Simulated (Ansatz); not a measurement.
Input:

WSi2 (MoSi2 type, space group I4/mmm)

```yaml
crystal:
  lattice:
    - [-1.60615, 1.60615, 3.90288]
    - [1.60615, -1.60615, 3.90288]
    - [1.60615, 1.60615, -3.90288]
  atoms:
    - { symbol: W, position: [0.00000, 0.00000, 0.00000] }
    - { symbol: Si, position: [0.33486, 0.33486, 0.00000] }
    - { symbol: Si, position: [0.66514, 0.66514, 0.00000] }
```

The atoms are displaced by Q × the pattern below (from a DFPT mode at Γ, largest move 1; Q in Å), at fixed cell.

```
atom      x      y       z
----  -----  -----  ------
W1    0.000  0.000  -0.306
Si2   0.000  0.000   1.000
Si3   0.000  0.000   1.000
```

All values below come from r2SCAN (plane waves to 500 eV, PAW, scalar-relativistic; Ansatz, a quantum-chemistry and plane-wave program). k mesh 20×20×20 (Γ-centred), Fermi-Dirac smearing 0.05 eV. E stands for the smeared free energy. With partly filled bands, energies and forces of such displacements shift with the k mesh and the smearing. Spin-orbit coupling is left out, though W is heavy. The PAW data are Ansatz's earlier set. WSi2 is run without spin polarisation. WSi2 was relaxed with its symmetry unable to fall. The zero of ΔE is the undisplaced structure.

The scan covers Q from -0.280 to 0.280 Å in 13 points.

### Question
Is the energy the same for equal positive and negative displacements?

### Answer
Even: the same for both signs.

### Question
Is this a single well or a double well?

### Answer
A single well with its minimum at or next to zero displacement.

### Question
Which space group does the distorted structure have?

### Answer
I4mm (No. 107), lowered from I4/mmm.

### Question
What is the energy change at Q = 0.280 Å?

### Answer
1105 meV/cell.

### Question
What harmonic wavenumber does the curvature at Q = 0 give?

### Answer
311 cm⁻¹.

(A displaced cell: forces are minus the slopes of the energy, force constants its curvatures, and phonons follow from these.)
